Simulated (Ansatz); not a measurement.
An Ansatz (an electronic-structure program) run. Input:

Ansatz 0.2 input:
```yaml
crystal:
  lattice:
    - [3.0533555095, 0.0, 0.0]
    - [-1.5266777547, 2.644283438, 0.0]
    - [0.0, 0.0, 13.8858672389]
  atoms:
    - { symbol: Ti, position: [0.6666666667, 0.3333333333, 0.4208337572] }
    - { symbol: Ti, position: [0.3333333333, 0.6666666667, 0.5791662428] }
    - { symbol: Ti, position: [0.3333333333, 0.6666666667, 0.9208337572] }
    - { symbol: Ti, position: [0.6666666667, 0.3333333333, 0.0791662428] }
    - { symbol: In, position: [0.6666666667, 0.3333333333, 0.75] }
    - { symbol: In, position: [0.3333333333, 0.6666666667, 0.25] }
    - { symbol: N, position: [0.0, 0.0, 0.0] }
    - { symbol: N, position: [0.0, 0.0, 0.5] }
kpoints:
  mp_grid: { grid: [11, 11, 3] }
  band_path:
    path:
      - [[0.0, 0.0, 0.0], [0.5, 0.0, 0.0], [0.3333333333, 0.3333333333, 0.0], [0.0, 0.0, 0.0], [0.0, 0.0, 0.5], [0.5, 0.0, 0.5], [0.3333333333, 0.3333333333, 0.5], [0.0, 0.0, 0.5]]  # Γ-M-K-Γ-A-L-H-A
      - [[0.5, 0.0, 0.5], [0.5, 0.0, 0.0]]  # L-M
      - [[0.3333333333, 0.3333333333, 0.5], [0.3333333333, 0.3333333333, 0.0]]  # H-K
    npoints: 8
basis: { xc_grid: 2 }
hamiltonian:
  xc: pbesol
  pseudopotentials: { kind: paw }
magnetization: { noncollinear: true, spin_orbit: true }
scf:
  n_extra_bands: 16
  convergence: { dr2_threshold: 0.0000000001 }
  occupations: { method: gaussian, width: 0.05 }
output: { eigenvalues: true }
```

Output (shortened):

```
Pseudopotentials: kind: paw_fr
Pseudopotential: Ti, paw_fr, valence charge 12
Pseudopotential: In, paw_fr, valence charge 13
Pseudopotential: N, paw_fr, valence charge 5
Functional definition: PBEsol
non-collinear run that drives no moment, with spin-orbit …
Crystal: 8 atoms, lattice volume = 112.114 Å³
Basis set: ecut = 420 eV, 2171 PW (Γ), exchange–correlation on 48×48×192 points (8 copies of the dense FFT grid, shifted against one another)
Bands: 100, of which v1, the nominal top of the filled ones, is band 84 counted from 1 (83 counted from 0)
Symmetry: 24 space group operations + 24 with time reversal
k-points: 32 of 363
Projection manifold: j_resolved (fully-relativistic pseudo-atomic orbitals)
PAW frozen core: Ti, regenerated for the run's functional, and the local potential with it
PAW frozen core: In, regenerated for the run's functional, and the local potential with it
PAW frozen core: N, regenerated for the run's functional, and the local potential with it
Initial density: superposition of atomic densities (chi_scale 0.1, normalization cell, long waves kept (reshape's long-wave potential 0.53 eV rms))
Initial wavefunctions: pseudopotential atomic-orbital guess
Eigensolver: davidson
Functional: x = pbesol(κ = 0.804, μ = 0.12345679012345678), c = pbesol(β = 0.046)
SCF iter   1: F=—  HF=-21717.627283 eV  |F-HF|=—  |Δ(HF+E_count)|=         —  Δρ=3.87e-2  dr2=1.99e0  dr2_m=0.00e0 (ungated)  ethr=3.10e-3  |M|=0.00e0 ∫|m|=0.00e0 μB  |m|>n=0.0e0 m-floor=0.0e0 τ_xc=0.0e0  β_m=0.30  ⟨swp⟩=5.2  Hψ=7803  notcnv=0  defer=4
all-band conjugate gradients solve this SCF's bands
preconditioner: auto → Kerker (q_TF=auto, 2.600 Å⁻¹)
spin=Noncollinear: Kerker preconditioning applied to the charge; magnetization (m_x, m_y, m_z) channels mix plain (no charge-response kernel on spin).
SCF iter   2: F=—  HF=-21717.337606 eV  |F-HF|=—  |Δ(HF+E_count)|=   2.90e-1  Δρ=2.58e-2  dr2=9.01e-1  dr2_m=0.00e0 (ungated)  ethr=2.36e-3  |M|=0.00e0 ∫|m|=0.00e0 μB  |m|>n=0.0e0 m-floor=0.0e0 τ_xc=0.0e0  β_m=0.54  ⟨swp⟩=2.2  Hψ=1978  notcnv=0  defer=284
SCF iter   3: F=—  HF=-21717.169241 eV  |F-HF|=—  |Δ(HF+E_count)|=   1.68e-1  Δρ=7.43e-3  dr2=7.81e-2  dr2_m=0.00e0 (ungated)  ethr=1.07e-3  |M|=0.00e0 ∫|m|=0.00e0 μB  |m|>n=0.0e0 m-floor=0.0e0 τ_xc=0.0e0  β_m=0.64  ⟨swp⟩=2.8  Hψ=2387  notcnv=0  defer=284
SCF iter   4: F=—  HF=-21717.159495 eV  |F-HF|=—  |Δ(HF+E_count)|=   9.75e-3  Δρ=2.61e-3  dr2=1.20e-2  dr2_m=0.00e0 (ungated)  ethr=9.30e-5  |M|=0.00e0 ∫|m|=0.00e0 μB  |m|>n=0.0e0 m-floor=0.0e0 τ_xc=0.0e0  β_m=0.71  ⟨swp⟩=2.3  Hψ=2191  notcnv=0  defer=268
SCF iter   5: F=—  HF=-21717.156884 eV  |F-HF|=—  |Δ(HF+E_count)|=   2.61e-3  Δρ=7.08e-4  dr2=1.24e-3  dr2_m=0.00e0 (ungated)  ethr=1.42e-5  |M|=0.00e0 ∫|m|=0.00e0 μB  |m|>n=0.0e0 m-floor=0.0e0 τ_xc=0.0e0  β_m=0.86  ⟨swp⟩=2.0  Hψ=2021  notcnv=0  defer=268
SCF iter   6: F=—  HF=-21717.156658 eV  |F-HF|=—  |Δ(HF+E_count)|=   2.25e-4  Δρ=1.89e-4  dr2=5.93e-5  dr2_m=0.00e0 (ungated)  ethr=1.47e-6  |M|=0.00e0 ∫|m|=0.00e0 μB  |m|>n=0.0e0 m-floor=0.0e0 τ_xc=0.0e0  β_m=0.93  ⟨swp⟩=2.1  Hψ=1928  notcnv=0  defer=264
SCF iter   7: F=—  HF=-21717.156655 eV  |F-HF|=—  |Δ(HF+E_count)|=   2.99e-6  Δρ=5.72e-5  dr2=9.14e-6  dr2_m=0.00e0 (ungated)  ethr=7.06e-8  |M|=0.00e0 ∫|m|=0.00e0 μB  |m|>n=0.0e0 m-floor=0.0e0 τ_xc=0.0e0  β_m=0.87  ⟨swp⟩=2.0  Hψ=2268  notcnv=0  defer=264
SCF iter   8: F=—  HF=-21717.156656 eV  |F-HF|=—  |Δ(HF+E_count)|=   1.13e-6  Δρ=1.51e-5  dr2=3.89e-7  dr2_m=0.00e0 (ungated)  ethr=1.09e-8  |M|=0.00e0 ∫|m|=0.00e0 μB  |m|>n=0.0e0 m-floor=0.0e0 τ_xc=0.0e0  β_m=0.93  ⟨swp⟩=2.0  Hψ=2218  notcnv=0  defer=264
SCF iter  11: F=-21717.156745 eV  HF=-21717.156745 eV  |F-HF|=5.82e-11  |Δ(HF+E_count)|=  4.77e-10  Δρ=2.90e-7  dr2=7.00e-11  dr2_m=0.00e0 (ungated)  ethr=1.00e-12  |M|=0.00e0 ∫|m|=0.00e0 μB  |m|>n=0.0e0 m-floor=0.0e0 τ_xc=0.0e0  ⟨swp⟩=9.3  Hψ=5951  notcnv=0
SCF 1 converged in 11 iterations: F = -21717.156745 eV  dr2 = 7.00e-11
NSCF: frozen V_eff on 75 k-points
SCF converged after 11 iterations
Magnetization: |M| = 0.0000 μB,  M = (+0.0000, +0.0000, +0.0000) μB
Absolute magnetization: 0.0000 μB (∫|m|)
  site 0: m = (+0.0000, +0.0000, +0.0000) μB, |m| = 0.0000 μB  (R = 0.86 Å)
  site 1: m = (+0.0000, +0.0000, +0.0000) μB, |m| = 0.0000 μB  (R = 0.86 Å)
  site 2: m = (+0.0000, +0.0000, +0.0000) μB, |m| = 0.0000 μB  (R = 0.86 Å)
  site 3: m = (+0.0000, +0.0000, +0.0000) μB, |m| = 0.0000 μB  (R = 0.86 Å)
  site 4: m = (+0.0000, +0.0000, +0.0000) μB, |m| = 0.0000 μB  (R = 1.22 Å)
  site 5: m = (+0.0000, +0.0000, +0.0000) μB, |m| = 0.0000 μB  (R = 1.22 Å)
  site 6: m = (+0.0000, +0.0000, +0.0000) μB, |m| = 0.0000 μB  (R = 0.86 Å)
  site 7: m = (+0.0000, +0.0000, +0.0000) μB, |m| = 0.0000 μB  (R = 0.86 Å)
Free energy (F): -21717.156745 eV
Harris-Foulkes:  -21717.156745 eV  (|F-HF|=5.82e-11)
Internal energy: -21717.151094 eV  (E = F + TS)
E sigma→0 (E₀):  -21717.153919 eV
Entropy (-TS):   -0.005651 eV (-0.706 meV/atom)
Fermi energy:    14.943954 eV
--- Per-component energies (eV) ---
  E_band       = -460.663861
  E_kinetic    = 1849.938751
  E_local      = -5444.679162  (includes V_loc(G=0)·N_el)
  E_nonlocal   = 859.871122
  E_hartree    = 2223.212107
  E_xc         = -942.216120
  E_vxc        = -850.282946  (∫ρ·V_xc dr)
  E_paw        = -12504.659195  (= ΣΔE_a)
  E_vpaw       = -1321.935878  (= ΣTr[D̂ρ^β])
  E_aug_tail   = 0.000644  (compensation charges beyond the density's cutoff)
  E_ewald      = -7759.713123
  E_core_change = 1.093882  (= ΣΔE_core)
  E_smearing   = -0.005651  (= −TS)
  E_closure    = 0.000000  (closes the sum)
  Σ components = -21717.156745   (vs F -21717.156745, Δ=0.00e0)
  [band-id]    e_kinetic+e_local+e_nonlocal+2·e_hartree+e_vxc+e_vpaw+e_augmentation_tail = -460.663255   (vs E_band -460.663861, Δ=6.06e-4)
--- Band table (eV; the first three rows and the last of 32) ---
  k-point 0: bands = ["-42.0308", "-42.0308", "-42.0308", "-42.0308", "-41.9283", "-41.9283", "-41.9282", "-41.9282", "-18.9168", "-18.9168", "-18.9151", "-18.9151", "-18.6140", "-18.6140", "-18.6130", "-18.6130", "-18.2459", "-18.2459", "-18.2451", "-18.2451", "-17.9979", "-17.9979", "-17.9979", "-17.9979", "-17.9705", "-17.9705", "-17.9687", "-17.9687", "-17.9281", "-17.9281", "-17.9280", "-17.9280", "-0.9752", "-0.9752", "-0.9546", "-0.9546", "-0.1787", "-0.1787", "-0.1787", "-0.1787", "-0.0763", "-0.0763", "-0.0688", "-0.0688", "0.6068", "0.6068", "0.6069", "0.6069", "0.7989", "0.7989", "0.8012", "0.8012", "0.9740", "0.9740", "0.9743", "0.9743", "5.4301", "5.4301", "5.6763", "5.6763", "7.9629", "7.9629", "8.6682", "8.6682", "10.0373", "10.0373", "10.0447", "10.0447", "10.0462", "10.0462", "10.0538", "10.0538", "11.2353", "11.2353", "12.2021", "12.2021", "14.7842", "14.7842", "14.9920", "14.9920", "14.9932", "14.9932", "15.0033", "15.0033", "15.0102", "15.0102", "15.0272", "15.0272", "16.1130", "16.1130", "16.1199", "16.1199", "16.1840", "16.1840", "16.1872", "16.1872", "16.9573", "16.9573", "16.9616", "16.9616"]
  k-point 1: bands = ["-42.0308", "-42.0308", "-42.0308", "-42.0308", "-41.9283", "-41.9283", "-41.9282", "-41.9282", "-18.9164", "-18.9164", "-18.9155", "-18.9155", "-18.6137", "-18.6137", "-18.6133", "-18.6133", "-18.2457", "-18.2457", "-18.2453", "-18.2453", "-17.9979", "-17.9979", "-17.9979", "-17.9979", "-17.9700", "-17.9700", "-17.9691", "-17.9691", "-17.9281", "-17.9281", "-17.9280", "-17.9280", "-0.9701", "-0.9701", "-0.9598", "-0.9598", "-0.1787", "-0.1787", "-0.1787", "-0.1787", "-0.0744", "-0.0744", "-0.0706", "-0.0706", "0.6068", "0.6068", "0.6069", "0.6069", "0.7995", "0.7995", "0.8007", "0.8007", "0.9741", "0.9741", "0.9742", "0.9742", "5.4850", "5.4850", "5.6071", "5.6071", "8.1263", "8.1263", "8.4733", "8.4733", "10.0394", "10.0394", "10.0439", "10.0439", "10.0468", "10.0468", "10.0515", "10.0515", "11.4845", "11.4845", "11.9596", "11.9596", "14.8624", "14.8624", "14.9732", "14.9732", "14.9924", "14.9924", "14.9929", "14.9929", "15.0110", "15.0110", "15.0145", "15.0145", "16.1302", "16.1302", "16.1362", "16.1362", "16.1657", "16.1657", "16.1699", "16.1699", "16.9598", "16.9598", "16.9646", "16.9646"]
  k-point 2: bands = ["-42.0249", "-42.0249", "-42.0248", "-42.0248", "-41.9260", "-41.9260", "-41.9259", "-41.9259", "-18.9149", "-18.9149", "-18.9134", "-18.9134", "-18.6307", "-18.6307", "-18.6299", "-18.6299", "-18.2538", "-18.2538", "-18.2530", "-18.2530", "-18.0272", "-18.0272", "-18.0267", "-18.0267", "-17.9703", "-17.9703", "-17.9693", "-17.9693", "-17.9434", "-17.9434", "-17.9433", "-17.9433", "-0.9128", "-0.9128", "-0.8967", "-0.8967", "-0.1698", "-0.1698", "-0.1696", "-0.1696", "-0.0589", "-0.0589", "-0.0533", "-0.0533", "0.6222", "0.6222", "0.6223", "0.6223", "0.7995", "0.7995", "0.8010", "0.8010", "0.9569", "0.9569", "0.9577", "0.9577", "5.6080", "5.6080", "5.8216", "5.8216", "8.1339", "8.1339", "8.7932", "8.7932", "9.7319", "9.7319", "9.8845", "9.8845", "10.0537", "10.0537", "10.0616", "10.0616", "11.5766", "11.5766", "12.2595", "12.2595", "14.7063", "14.7063", "14.7282", "14.7282", "14.8273", "14.8273", "15.0574", "15.0574", "15.1024", "15.1024", "15.1056", "15.1056", "15.7426", "15.7426", "15.9293", "15.9293", "16.0710", "16.0710", "16.1569", "16.1569", "16.9341", "16.9341", "16.9413", "16.9413"]
  k-point 31: bands = ["-41.9265", "-41.9265", "-41.9265", "-41.9265", "-41.9161", "-41.9161", "-41.9161", "-41.9161", "-18.9119", "-18.9119", "-18.9118", "-18.9118", "-18.8867", "-18.8867", "-18.8862", "-18.8862", "-18.3652", "-18.3652", "-18.3649", "-18.3649", "-18.2364", "-18.2364", "-18.2362", "-18.2362", "-18.1441", "-18.1441", "-18.1440", "-18.1440", "-18.0504", "-18.0504", "-18.0502", "-18.0502", "-0.2188", "-0.2188", "-0.2174", "-0.2174", "-0.0791", "-0.0791", "-0.0632", "-0.0632", "-0.0149", "-0.0149", "-0.0138", "-0.0138", "0.7248", "0.7248", "0.7281", "0.7281", "0.8178", "0.8178", "0.8295", "0.8295", "0.9289", "0.9289", "0.9303", "0.9303", "8.8388", "8.8388", "8.8553", "8.8553", "9.2251", "9.2251", "9.2443", "9.2443", "10.0147", "10.0147", "10.0339", "10.0339", "11.6444", "11.6444", "11.6804", "11.6804", "12.5236", "12.5236", "12.6649", "12.6649", "13.3570", "13.3570", "13.3849", "13.3849", "13.7106", "13.7106", "13.9022", "13.9022", "14.5931", "14.5931", "15.1501", "15.1501", "15.4399", "15.4399", "15.5256", "15.5256", "16.3836", "16.3836", "16.4292", "16.4292", "16.9062", "16.9062", "16.9297", "16.9297"]
  band table: 100 of 100 bands, residual norms ≤ 1.0e-3 eV
```

Cost: around 2.7 core-minutes (rough) on shared cores.

Space group P6_3/mmc. The workflow started from a Materials Project entry (that database holds measured and hypothetical structures alike); the Crystallography Open Database copy checked does not list it. Whether it is the stable phase at ambient conditions was not checked. The cell was relaxed with PBEsol under the symmetry of its start; whether a distortion lowers the energy is not shown. The run is not spin-polarised.

Potentials: the later of the program's two PAW sets.

Ansatz is a plane-wave DFT program.
